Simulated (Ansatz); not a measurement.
Consider the following.

BeTe:
```cif
data_Be4Te4
_chemical_formula_sum 'Te4 Be4'
_space_group_name_H-M_alt 'F-43m'
_space_group_IT_number 216
_space_group_name_Hall 'F -4 2 3'
_cell_length_a 5.60446
_cell_length_b 5.60446
_cell_length_c 5.60446
_cell_angle_alpha 90.000
_cell_angle_beta 90.000
_cell_angle_gamma 90.000
loop_
_atom_site_label
_atom_site_type_symbol
_atom_site_symmetry_multiplicity
_atom_site_Wyckoff_symbol
_atom_site_fract_x
_atom_site_fract_y
_atom_site_fract_z
_atom_site_occupancy
Te1 Te 4 c 0.25000 0.25000 0.25000 1
Be1 Be 4 a 0.00000 0.00000 0.00000 1
```
(The calculation used a cell of 2 atoms; values per cell refer to that cell.)

This is the PBEsol-relaxed structure.

**Question.** All from DFT-PBEsol in the program Ansatz with PAW potentials, unless another level is named. Predict the electron effective mass with spin–orbit coupling.

**Answer.** 0.25, 0.25, 1.4 mₑ (principal values).

**Question.** Give the formation energy from the elements (no fitted shifts).

**Answer.** -0.35 eV/atom.

**Question.** Next, the hole effective mass with spin–orbit coupling, band 1 of 2 at the edge?

**Answer.** 0.31 along [100], 0.59 along [110], 0.73 along [111] (mₑ).

**Question.** Next, the gap with spin–orbit coupling?

**Answer.** 1.54 eV.

**Question.** And the conduction-band minimum?

**Answer.** at X (3 equivalent valleys).

The PBEsol relaxation kept the symmetry of its start. The references are the lowest solids computed at this level, not always the standard phases. Scalar-relativistic: spin–orbit coupling is off unless named, which matters more the heavier the elements.

Potentials: the later of the program's two PAW sets.
